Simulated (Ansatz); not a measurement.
## Compressing SiO2: a fit and a missing row

SiO2, P6_522, a = 7.275 Å, c = 6.994 Å. This isn't the usual stable structure of the compound. Ansatz: LDA, PAW, 420 eV, Γ-centred 6×6×4 mesh on 18 atoms, Gaussian smearing 0.02 eV; no spin polarisation. Shape and atoms are relaxed at each volume; pressure is positive in compression.

| V (Å³/atom) | P (GPa) |
| --- | --- |
| 15.673 | ? |
| 16.207 | 13.74 |
| 16.741 | 8.73 |
| 17.276 | 4.13 |
| 17.810 | 0.00 |
| 18.344 | -3.67 |
| 18.878 | -6.88 |
| 19.591 | -10.56 |

Q: Take V0 = 17.810 Å³/atom, fit the third-order Birch–Murnaghan form to the other rows, and predict the missing pressure.

A: With the Eulerian strain f = ½[(V0/V)^(2/3) − 1] and y = P/[3f(1 + 2f)^(5/2)], the form is the line y = B0 + 1.5 B0 (B0′ − 4) f. Rows (f, y): 0.03245, 120.6; 0.02106, 124.6; 0.01025, 127.7; -0.00975, 131.8; -0.01904, 132.7; -0.03078, 134.0. Means f = 0.0006983, y = 128.57; Σ(Δf)² = 0.003004, ΣΔfΔy = -0.6284; the slope is their ratio. y = 128.7 − 209.2 f GPa, so B0 = 128.7 GPa and B0′ = 4 + 2 × (-209.2)/(3 × 128.7) = 2.92. At V = 15.673, f = 0.04447, y = 119.40 and P = 19.71 GPa. The run gave 18.51 GPa, so the fit is 1.20 GPa too high, 4.1 % of the span of the series, against an rms of 0.07 GPa on the fitted rows. The row lies outside the fitted range. A fourth-order term fitted to the same rows gives P = 19.12 GPa at this row's volume (the line 19.71, the run 18.51), which recovers part of the miss.

Cost: 8 runs of about 50 core-minutes in all, on Intel Xeon Processor @ 2.50GHz (Skylake/Cascade Lake) (shared hosts).